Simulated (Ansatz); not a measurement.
**Nb (bcc)**

Method: HSE06, scalar-relativistic; no spin polarisation; PAW, 420 eV, Γ-centred 10×10×10 mesh, 0.05 eV Gaussian smearing; code Ansatz. The datasets are Ansatz's generated set soft_2.

```
Nb
1.0
    -1.64509    1.64509    1.64509
     1.64509   -1.64509    1.64509
     1.64509    1.64509   -1.64509
Nb
1
Direct
  0.00000 0.00000 0.00000
```

At this volume the pressure is 0.07 GPa.

Path: Γ–H–N–Γ–P–H | P–N, with Γ = (0.000, 0.000, 0.000), H = (0.500, -0.500, 0.500), N = (0.000, 0.000, 0.500), P = (0.250, 0.250, 0.250) in reciprocal vectors of the calculation's cell.

**Question.** Is it a metal or an insulator, and if it has a gap, where are the band edges on this path?

**Answer.** A metal: bands cross the Fermi level.

Levels between -4 and 4 eV from the Fermi level at the path's named points:
```tsv
point	below E_F (eV)	above E_F (eV)
Γ		0.56 0.56 0.56
H		
N	-2.05	2.31
P	-1.49 -1.49 -1.49
```

With 13 valence electrons in the calculation's cell and no magnetic order, the bands, two electrons each, can't all be full or empty: band theory demands a metal. (Only strong correlation, outside this picture, could make a Mott insulator of it.)

Pressures of hybrids are less tightly converged. For a metal under a hybrid functional this mesh is coarse.
